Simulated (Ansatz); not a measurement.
CdS:
```cif
data_Cd4S4
_chemical_formula_sum 'Cd4 S4'
_space_group_name_H-M_alt 'P63mc'
_space_group_IT_number 186
_space_group_name_Hall 'P 6c -2c'
_cell_length_a 4.12080
_cell_length_b 4.12080
_cell_length_c 13.43660
_cell_angle_alpha 90.000
_cell_angle_beta 90.000
_cell_angle_gamma 120.000
loop_
_atom_site_label
_atom_site_type_symbol
_atom_site_symmetry_multiplicity
_atom_site_Wyckoff_symbol
_atom_site_fract_x
_atom_site_fract_y
_atom_site_fract_z
_atom_site_occupancy
Cd1 Cd 2 a 0.00000 0.00000 0.00042 1
Cd2 Cd 2 b 0.33333 0.66667 0.25023 1
S1 S 2 a 0.00000 0.00000 0.31259 1
S2 S 2 b 0.33333 0.66667 0.06239 1
```

Relaxed with PBEsol. PBEsol (plane waves, PAW; program Ansatz) gives a gap of 1.05 eV.

### Question
What gap does HSE06 give on the same cell (Ansatz, PAW)?

### Answer
2.22 eV, 1.17 eV more. The hybrid was solved on a coarser mesh and at special points; the gap given is the minimum over both.

```
k  v1 PBEsol  c1 PBEsol  v1 HSE06  c1 HSE06
-  ---------  ---------  --------  --------
Γ       0.00       1.05      0.00      2.22
A      -0.12       1.94         …         …
K      -1.16       4.30     -1.23      5.56
H      -1.37       4.36         …         …
M      -0.77       3.01         …         …
L      -0.96       3.42         …         …
```

### Question
Top valence (v1) and lowest conduction level (c1) in eV from each method's valence maximum (which need not be a listed point): supply the withheld HSE06 values.

### Answer

- A, v1 HSE06: -0.13
- A, c1 HSE06: 3.04
- L, v1 HSE06: -1.01
- L, c1 HSE06: 4.63
- H, v1 HSE06: -1.44
- H, c1 HSE06: 5.54
- M, v1 HSE06: -0.82
- M, c1 HSE06: 4.20

Cost on shared cores: the PBEsol run (SCF on a 8×8×2 mesh, then bands and DOS) very roughly 2.0 core-minutes, the HSE06 run (SCF on 5×5×2, then a few points) about 10 core-minutes (a rough figure); the tasks are unlike.

Space group P6_3mc. The cell is a constructed one: a structure type filled with these elements. Its sites differ from those of the usual phase in this space group: another stacking or structure type. The PBEsol relaxation kept the symmetry of its start; its stability against distortions is not shown here. Spin–orbit coupling is left out wherever it is not named.

Potentials: the later of the program's two PAW sets.
